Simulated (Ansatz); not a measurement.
One starting cell of Si$_{2}$Ni (a generated trial cell of Si2Ni in the fluorite structure type) was relaxed twice with Ansatz (plane waves, PAW, scalar-relativistic): with r2SCAN at 500 eV and with PBE at 420 eV. The r2SCAN result:

```xyz
3
Lattice="0.0000 2.6948 2.6948 2.6948 0.0000 2.6948 2.6948 2.6948 0.0000" Properties=species:S:1:pos:R:3 pbc="T T T"
Ni     0.0000     0.0000     0.0000
Si     1.3474     1.3474     1.3474
Si     4.0423     4.0423     4.0423
```

| quantity | r2SCAN | PBE |
|---|---|---|
| space group | Fm-3m | Fm-3m |
| volume (Å³/atom) | 13.05 | 13.45 |
| a (Å) | 5.390 | 5.444 |
| gap (eV, no spin-orbit coupling) | 0.00 | 0.00 |
| energy after exchanging Ni and Si (R3m), against the parent (eV/atom) | +0.25 | +0.22 |

Both levels end in the same structure; PBE's volume is 3.1 % larger. Neither column is exact.

No spin polarisation in the result. A magnetic state may lie lower.

The run could not lose the symmetry of its start; a randomly shaken copy of 3 atoms returns to this structure.

All atoms sit on sites fixed by symmetry, so only the cell could relax.

Ansatz is a program for electronic structure.
